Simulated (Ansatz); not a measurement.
A plane-wave DFT run in Ansatz 0.2.0 (scalar-relativistic PAW potentials unless the input names others): input and command.

```yaml
crystal:
  lattice:
    - [2.4311727268, 0.0, 0.0]
    - [-1.2155863634, 2.1054573424, 0.0]
    - [0.0, 0.0, 3.1493349048]
  atoms:
    - { symbol: C, position: [0.3333333333, 0.6666666667, 0.0] }
    - { symbol: C, position: [0.6666666667, 0.3333333333, 0.0] }
basis:
  ecutwfc: 420
kpoints:
  mp_grid: { grid: [18, 18, 14] }
hamiltonian:
  xc: lda
scf:
  occupations: { method: fermi_dirac, width: 0.15 }
  max_iter: 50
output:
  FORCES: true
  eigenvalues: true
  stress: true
```

```bash
ansatz run input.yaml --threads 1 --pin off --max-ram 3072MiB --backend cpu --events-out ev --progress --plain --runs-dir out
```

**Question.** What will the program do with this input?

**Answer.** The program refuses it, because of a misspelt key (the key output.forces typed as FORCES). With the key spelt rightly it is accepted.

Abridged log:
```
Error: YAML parse error: error: line 19 column 3: unknown field `FORCES`, expected one of write_density, write_potential, write_potential_components, volumetric_format, write_bands, fatbands, populations, hubbard, elf, band_densities, bader, dos, optics, efg, charged_corrections, wannier, polarization, topological_invariants, transmission, current_voltage, crpa, pair_interaction, rpa_energy, embedding, core_levels, xc_energy_on_converged_density, boltztrap, local_orbitals, orbitals, eigenstates, states_by_energy, atomic_orbital_hamiltonian, active_space, given_orbital_levels, support_matrices, ...
  --> <input>:19:3
   |
17 |   max_iter: 50
18 | output:
19 |   FORCES: true
   |   ^ unknown field `FORCES`, expected one of write_density, write_potential, write_potential_components, volumetric_format, write_bands, fatbands, populations, hubbard, elf, band_densities, bader, dos, optics, efg, charged_corrections, wannier, polarization, topological_invariants, transmission, current_voltage, crpa, pair_interaction, rpa_energy, embedding, core_levels, xc_energy_on_converged_density, boltztrap, local_orbitals, orbitals, eigenstates, states_by_energy, atomic_orbital_hamiltonian, active_space, given_orbital_levels, support_matrices, forces, stress, cutoff_correction, eigen ...
20 |   eigenvalues: true
21 |   stress: true
   |
```